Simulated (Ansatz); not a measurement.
This BaBe₃H₆ structure is the end of a relaxation. The cell was found from a structure generator's guess, not taken from experiment.

Level of theory: DFT PBE, scalar-relativistic, plane waves, PAW (Ansatz 0.2.0). Cutoff 420 eV, Γ-centred mesh, Gaussian smearing, no spin polarisation.

```
Ba Be H
1.0
     8.23731    0.00000    0.00000
     0.00000    4.20058    0.00000
     0.00000    0.00000    5.75284
Ba Be H
2 6 12
Direct
  0.75000 0.00000 0.03396
  0.25000 0.00000 0.96604
  0.45507 0.50000 0.27394
  0.54493 0.50000 0.72606
  0.95507 0.50000 0.72606
  0.04493 0.50000 0.27394
  0.00000 0.00000 0.50000
  0.50000 0.00000 0.50000
  0.50000 0.50000 0.00000
  0.25000 0.50000 0.24980
  0.57150 0.25059 0.34218
  0.57150 0.74941 0.34218
  0.75000 0.50000 0.75020
  0.42850 0.25059 0.65782
  0.42850 0.74941 0.65782
  0.00000 0.50000 0.00000
  0.07150 0.25059 0.65782
  0.07150 0.74941 0.65782
  0.92850 0.25059 0.34218
  0.92850 0.74941 0.34218
```

The zero of energy is the elements' standard structures at the same level (H₂ as a molecule); no fitted shifts are applied.

(1) What space group does it have?

(2) How far does it lie from the elements in energy?

(3) Is it a metal?

(4) From what recipe could a structure generator have reached it?

Answers

(1) Pmma (No. 51). Conventional cell: a = 8.237 Å, b = 4.201 Å, c = 5.753 Å. Ba is surrounded by 6 H at 2.53–2.66 Å, 4 H at 2.95 Å and 10 Be at 3.23–3.50 Å; around Be on a site of symmetry m lie 2 H at 1.47 Å, 2 H at 1.62–1.69 Å, 2 H at 2.45 Å, 2 Be at 2.50 Å, 1 Be at 2.70 Å, 2 Ba at 3.23 Å, 2 Be at 3.24–3.38 Å and 2 H at 3.32 Å; Be on a site of symmetry 2/m is surrounded by 4 H at 1.51 Å, 4 Be at 2.50 Å, 8 H at 3.27–3.33 Å and 2 Ba at 3.38 Å; H on a site of symmetry 2/m has 2 Be at 1.62 Å; 2 more sites not described.

(2) +0.04 eV/atom. The separate elements lie lower, so it is unstable against them.

(3) There is no gap on the 6×10×8 mesh, but valence and conduction bands overlap by only 0.17 eV, so at this level it is a semimetal.

(4) One such recipe: 4-connected net, bridging atoms on its edges, guests in its cages (Pmma, No. 51). Other recipes can lead to the same cell.

The last run used a 6×10×8 mesh (in the run's order of axes) for its 20-atom cell and Gaussian smearing of 0.10 eV. The zero gap may come from the functional, which often closes small gaps, or the cell may be a true semimetal. With hydrogen, zero-point motion can shift formation energies by some tens of meV/atom. Symmetry constrained the relaxation, so the result can be a saddle point.
